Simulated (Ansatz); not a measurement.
## Data sheet: LaC (DFT)

LaC:
```xyz
2
Lattice="0.0000 2.7197 2.7197 2.7197 0.0000 2.7197 2.7197 2.7197 0.0000" Properties=species:S:1:pos:R:3 pbc="T T T"
La     0.0000     0.0000     0.0000
C      2.7197     2.7197     2.7197
```

Space group Fm-3m (No. 225), rock salt; conventional cell a = 5.4394 Å, b = 5.4394 Å, c = 5.4394 Å, α = 90.00°, β = 90.00°, γ = 90.00°.

Method: the program Ansatz at the r²SCAN level (PAW). Geometry: relaxed at this level of theory. Other levels are named where they apply.

Cell and energy:

```json
{
 "volume_per_atom": "20.12 Å³",
 "density": "6.23 g/cm³",
 "Formation energy from the elements (no fitted shifts)": "0.28 eV/atom"
}
```

Electronic structure:

```json
{
 "electronic_character": "metallic (no gap)",
 "Density of states at the Fermi level": "1.9 states/eV per atom (mean over ±0.08 eV)",
 "Gap with spin–orbit coupling": "none (metallic)"
}
```

Mechanics:

```json
{
  "Bulk modulus (Birch–Murnaghan fit)": "85.5 GPa",
  "Pressure derivative B′": "3.8",
  "Elastic constants (relaxed ions, GPa)": "C11 = 17.3, C12 = 121, C44 = 46.4",
  "mechanical_stability": "unstable (C has a negative eigenvalue)"
}
```

The start of the workflow was typed in or built on a structure type; neither database checked (COD, Materials Project) lists it. Its standing as an ambient phase is unchecked. The r²SCAN relaxation kept the symmetry of its start. Its formation energy is positive at this level, so the cell may be metastable or incomplete. As this level gives no gap, shear constants depend on the k-mesh and smearing (Fermi–Dirac, 0.1 eV here). The references are the lowest solids computed at this level, not always the standard phases. Spin–orbit coupling is left out wherever it is not named.

Potentials: the earlier of the program's two PAW sets.
